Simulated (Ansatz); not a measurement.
ZnSe:
```yaml
crystal:
  lattice:
    - [0.00000, 2.83300, 2.83300]
    - [2.83300, 0.00000, 2.83300]
    - [2.83300, 2.83300, 0.00000]
  atoms:
    - { symbol: Zn, position: [0.00000, 0.00000, 0.00000] }
    - { symbol: Se, position: [0.25000, 0.25000, 0.25000] }
```

Relaxed with r²SCAN. Special points in fractions of this cell's reciprocal vectors: Γ (0.000, 0.000, 0.000); X (0.500, 0.000, 0.500); U (0.625, 0.250, 0.625); K (0.375, 0.375, 0.750); L (0.500, 0.500, 0.500); W (0.500, 0.250, 0.750).

List the band energies nearest the valence-band maximum at these points for plane-wave PAW r²SCAN with spin–orbit coupling (Ansatz code).

In eV from the valence-band maximum; about four levels below and three above (degenerate sets whole), none deeper than 8.9 eV; points with the same levels are listed once.

```csv
k,below,above
Γ,0.00 0.00 0.00 0.00,1.74 1.74 6.10 6.10
X,-2.45 -2.45 -2.27 -2.27,3.21 3.21 3.75 3.75
U,-3.33 -3.22 -1.95 -1.95,3.86 3.87 5.88
L,-1.12 -1.12 -0.90 -0.90,2.93 2.93 6.72 6.72
W,-3.06 -2.88 -2.82 -2.80,5.67 5.71 5.90
```

Space group F-43m (zinc blende). The cell was relaxed with r²SCAN under the symmetry of its start; phonons on a q-mesh show no instability.

Potentials: the earlier of the program's two PAW sets.
